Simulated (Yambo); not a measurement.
BaO (rock salt, space group Fm-3m, No. 225) under isotropic strain of -3 % on all lattice vectors; a = b = c = 3.7625 Å, α = β = γ = 60.00°. With the G0W0 scissor the direct gap on the mesh is 2.72 eV.

Can the lowest exciton of this BSE run be trusted, and with what binding energy? (Yambo, PBEsol bands; 10×10×10 mesh, 3 valence and 1 conduction bands, static screening with 22 bands and a 4 Ry block, scissor 1.28 eV, Tamm-Dancoff.)

No. The lowest state covers only about 4 of the 1000 k points, so the mesh doesn't resolve it: its energy and its distance from the direct gap are mesh artefacts. An extended exciton needs a far denser mesh. The scissor comes from a G0W0 run whose convergence isn't established. 

Geometry strained from the cell relaxed with PBEsol, atoms relaxed again.
